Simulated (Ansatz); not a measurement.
Data:

InP:
```cif
data_In2P2
_chemical_formula_sum 'In2 P2'
_space_group_name_H-M_alt 'P63/mmc'
_space_group_IT_number 194
_space_group_name_Hall '-P 6c 2c'
_cell_length_a 3.88422
_cell_length_b 3.88422
_cell_length_c 6.61390
_cell_angle_alpha 90.000
_cell_angle_beta 90.000
_cell_angle_gamma 120.000
loop_
_atom_site_label
_atom_site_type_symbol
_atom_site_symmetry_multiplicity
_atom_site_Wyckoff_symbol
_atom_site_fract_x
_atom_site_fract_y
_atom_site_fract_z
_atom_site_occupancy
In1 In 2 a 0.00000 0.00000 0.00000 1
P1 P 2 c 0.33333 0.66667 0.25000 1
```

This is the PBE-relaxed structure.

Problem. All from the program Ansatz at the PBE level (PAW), unless another level is named. Estimate the electronic character.

Solution. metallic (no gap).

Problem. And the density of states at the Fermi level?

Solution. 0.37 states/eV per atom (mean over ±0.08 eV).

Problem. Give the formation energy from the elements (no fitted shifts).

Solution. 5.7 kJ/mol of atoms.

Problem. What about the gap with spin–orbit coupling?

Solution. none (metallic).

Space group P6_3/mmc (NiAs type). The start of the workflow was typed in or built on a structure type; neither database checked (COD, Materials Project) lists it. It is not the phase usual at ambient conditions (space group No. 216). The PBE relaxation kept the symmetry of its start; its stability against distortions is not shown here. The references are the lowest solids computed at this level, not always the standard phases. Scalar-relativistic: spin–orbit coupling is off unless named, which matters more the heavier the elements.

Potentials: the earlier of the program's two PAW sets.
